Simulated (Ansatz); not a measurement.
**One input, then a changed one: Pt (sc type)**

First run: DFT, PBEsol, PAW with Ansatz's default frozen-core files, scalar-relativistic (Ansatz 0.2.0).

Command: `ansatz run input.yaml --threads 1 --pin off --max-ram 2048MiB --backend cpu --events-out ev --progress --plain --runs-dir out` It took 2.2 s on 1 thread of Arm Neoverse V1, on a shared host, peak memory 0.26 GiB.

```yaml
crystal:
  lattice:
    - [1.9531966146, 0.0, 0.0]
    - [0.0, 1.9531966146, 0.0]
    - [0.0, 0.0, 1.9531966146]
  atoms:
    - { symbol: Pt, position: [0.0, 0.0, 0.0] }
kpoints:
  mp_grid: { grid: [15, 15, 15] }
  band_path:
    path:
      - [0.0, 0.0, 0.0]
      - [0.0, 0.5, 0.0]
      - [0.5, 0.5, 0.0]
      - [0.0, 0.0, 0.0]
      - [0.5, 0.5, 0.5]
      - [0.0, 0.5, 0.0]
      - [0.5, 0.5, 0.5]
      - [0.5, 0.5, 0.0]
    npoints: 8
scf:
  occupations: { method: fermi_dirac, width: 0.1 }
hamiltonian:
  xc: pbesol
  pseudopotentials: { kind: paw }
output:
  forces: true
  stress: true
  eigenvalues: true
  populations: true
  dos: { projected: true, de: 0.2, e_range: [-14, 8] }
```

The cell comes from a relaxation on PAW files under the same functional, begun from a prototype that needn't be the stable phase.

This run: volume at 0.43 of the series' base cell.

It converges in 6 SCF iterations at a pressure of 1471 GPa, cutoff 420 eV.

The input is then changed:

```diff
 scf:
-  occupations: { method: fermi_dirac, width: 0.1 }
+  occupations: { method: tetrahedron_uncorrected }
 hamiltonian:
   populations: true
-  dos: { projected: true, de: 0.2, e_range: [-14, 8] }
```

Q: Predict the outcome of the changed run.

A: It converges in 6 SCF iterations, cutoff 420 eV, free energy +0.20 eV/atom against the first run's.
